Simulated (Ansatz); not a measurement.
Below is a relaxed structure of Al6SiSe3. The cell was found from a structure generator's guess, not taken from experiment.

The calculation used DFT PBE, scalar-relativistic, plane waves, PAW in Ansatz 0.2.0. Cutoff 420 eV, Γ-centred mesh, Gaussian smearing, no spin polarisation.

```yaml
crystal:
  lattice:
    - [6.09060, 0.00000, 0.00000]
    - [0.00000, 6.09060, 0.00000]
    - [0.00000, 0.00000, 6.09060]
  atoms:
    - { symbol: Al, position: [0.19323, 0.50000, 0.50000] }
    - { symbol: Al, position: [0.80677, 0.50000, 0.50000] }
    - { symbol: Al, position: [0.50000, 0.19323, 0.50000] }
    - { symbol: Al, position: [0.50000, 0.80677, 0.50000] }
    - { symbol: Al, position: [0.50000, 0.50000, 0.19323] }
    - { symbol: Al, position: [0.50000, 0.50000, 0.80677] }
    - { symbol: Si, position: [0.00000, 0.00000, 0.00000] }
    - { symbol: Se, position: [0.50000, 0.00000, 0.00000] }
    - { symbol: Se, position: [0.00000, 0.50000, 0.00000] }
    - { symbol: Se, position: [0.00000, 0.00000, 0.50000] }
```

Formation energies are uncorrected and refer to the elements' standard structures at the same level.

(1) What space group does it have?

(2) What is its formation energy per atom?

(3) Is it a metal?

Answers

(1) Pm-3m (No. 221). Conventional cell: a = 6.091 Å. Around Al lie 1 Al at 2.35 Å, 4 Al at 2.64 Å and 4 Se at 3.26 Å; Si has 6 Se at 3.05 Å; Se is surrounded by 2 Si at 3.05 Å and 8 Al at 3.26 Å.

(2) +0.30 eV/atom. A positive value: parting into the elements would lower its energy.

(3) There is no gap on the 6×6×6 mesh, but valence and conduction bands overlap by only 0.26 eV, so at this level it is a semimetal.

The last run used a 6×6×6 mesh for its 10-atom cell and Gaussian smearing of 0.10 eV. The zero gap may come from the functional, which often closes small gaps, or the cell may be a true semimetal. The reference form of Se is held partly by dispersion forces, which this level lacks. Symmetry constrained the relaxation, so the result can be a saddle point.
